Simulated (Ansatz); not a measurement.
In5Bi3:
Space group I4/mcm (No. 140); a = b = 8.411 Å, c = 13.074 Å, α = β = γ = 90.00°

```
atom  site  symmetry       x       y       z
----  ----  --------  ------  ------  ------
In      4c     4/m..  0.0000  0.0000  0.0000
In     16l       ..m  0.1445  0.3555  0.1651
Bi      4a       422  0.0000  0.0000  0.2500
Bi      8h      m.2m  0.3449  0.1551  0.0000
```
(The calculation used a cell of 16 atoms; values per cell refer to that cell.)

Relaxed at zero pressure with the program Ansatz at the r²SCAN level (PAW).

**Question.** The volume is raised by 6 % and shape and atoms relax at that volume. What pressure results, and how do the axes share the change?

**Answer.** -2.0 GPa; a 0.6 %, b 0.6 %, c 4.8 %; the energy rises by 12 meV/atom.

**Question.** Give the new structure.

**Answer.** 
Space group I4/mcm (No. 140); a = b = 8.459 Å, c = 13.701 Å, α = β = γ = 90.00°

```tsv
atom	site	symmetry	x	y	z
In	4c	4/m..	0.0000	0.0000	0.0000
In	16l	..m	0.1472	0.3528	0.1653
Bi	4a	422	0.0000	0.0000	0.2500
Bi	8h	m.2m	0.3516	0.1484	0.0000
```

The phase is kept; no other phase was compared at this pressure.

The workflow started from a Materials Project entry (that database holds measured and hypothetical structures alike); the Crystallography Open Database files this formula in space group No. 140, but the cells were not matched. Whether it is the stable phase at ambient conditions was not checked. Symmetry was held in the r²SCAN relaxation; whether a distortion lowers the energy is not shown. Axis ratios of metals converge slowly with the k-mesh, so a and c are less sure than the volume. Scalar-relativistic: spin–orbit coupling is off unless named, which matters more the heavier the elements.

Potentials: the later of the program's two PAW sets.
